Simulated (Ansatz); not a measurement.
CdTe in space group P-6m2 (No. 187; Cd on 1a, Te on 1f) at seven volumes, r²SCAN (plane waves, PAW; program Ansatz), shape and atoms relaxed at each. One row is withheld.

| V (Å³/atom) | P (GPa) |
|---|---|
| 26.570 | 5.09 |
| 27.446 | 3.09 |
| 28.322 | 1.35 |
| 29.197 | 0.00 |
| 30.073 | -1.23 |
| 30.949 | -2.31 |
| 31.825 | ? |

**Question.** Fit the shown pressures and predict the withheld one.

**Answer.** P = (3/2)B₀(x^(7/2) − x^(5/2))[1 + (3/4)(B′ − 4)(x − 1)] with x = (V₀/V)^(2/3). Least squares on the six rows gives V₀ = 29.174 Å³/atom, B₀ = 44.1 GPa, B′ = 4.44. At V = 31.825, x = 0.9437 and P = -3.16 GPa. The run itself gave -3.21 GPa.

The cell is a constructed one: a structure type filled with these elements; neither database checked (COD, Materials Project) lists it. It is not the phase usual at ambient conditions (space group No. 216). The cell was relaxed with r²SCAN under the symmetry of its start; whether a distortion lowers the energy is not shown. Scalar-relativistic: spin–orbit coupling is off unless named, which matters more the heavier the elements.

Potentials: the later of the program's two PAW sets.
